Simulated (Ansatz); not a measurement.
AlN:
```
CELL_PARAMETERS angstrom
      0.00000     2.18475     2.18475
      2.18475     0.00000     2.18475
      2.18475     2.18475     0.00000
ATOMIC_POSITIONS crystal
  Al 0.00000 0.00000 0.00000
  N  0.25000 0.25000 0.25000
```

Relaxed with r²SCAN.

Q: Give the Bader charges and basin volumes of the independent atoms, plane-wave PAW r²SCAN (Ansatz code).

A: 

```tsv
atom	Bader charge (e)	Bader volume (Å³)
Al1	+2.48	3.8
N2	-2.48	17.1
```

Space group F-43m (zinc blende). The cell was relaxed with r²SCAN under the symmetry of its start.

Potentials: the earlier of the program's two PAW sets.
